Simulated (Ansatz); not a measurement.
K₂NaGaP₂:
```
CELL_PARAMETERS angstrom
     -3.28428     7.19068     3.17154
      3.28428    -7.19068     3.17154
      3.28428     7.19068    -3.17154
ATOMIC_POSITIONS crystal
  K  0.67426 0.74665 0.42091
  K  0.32574 0.25335 0.57909
  K  0.82574 0.24665 0.07239
  K  0.17426 0.75335 0.92761
  Na 0.75000 0.75000 0.00000
  Na 0.25000 0.25000 0.00000
  Ga 0.25000 0.75000 0.50000
  Ga 0.75000 0.25000 0.50000
  P  0.90734 0.69909 0.60643
  P  0.09266 0.30091 0.39357
  P  0.59266 0.19909 0.79174
  P  0.40734 0.80091 0.20826
```

DFT-PBEsol in the program Ansatz with PAW potentials gives a gap of 1.42 eV without spin–orbit coupling, maximum on the Γ–X line, 25 % of the way from Γ, minimum at Γ.

Task: What happens when spin–orbit coupling is switched on?

Result: The gap drops by 0.01 eV, to 1.41 eV; maximum on the Γ–X line, 23 % of the way from Γ, minimum at Γ.

Task: Give the electron effective mass with spin–orbit coupling.

Result: 0.17, 0.17, 0.19 mₑ (principal values).

Task: Give the hole effective mass with spin–orbit coupling.

Result: 0.26, 1.7, 24 mₑ (principal values).

Space group Ibam. The first step of the workflow began from a Materials Project structure, measured or hypothetical; the Crystallography Open Database files this formula in space group No. 72, but the cells were not matched. Its standing as an ambient phase is unchecked. Symmetry was held in the PBEsol relaxation; its stability against distortions is not shown here.

Potentials: the later of the program's two PAW sets.
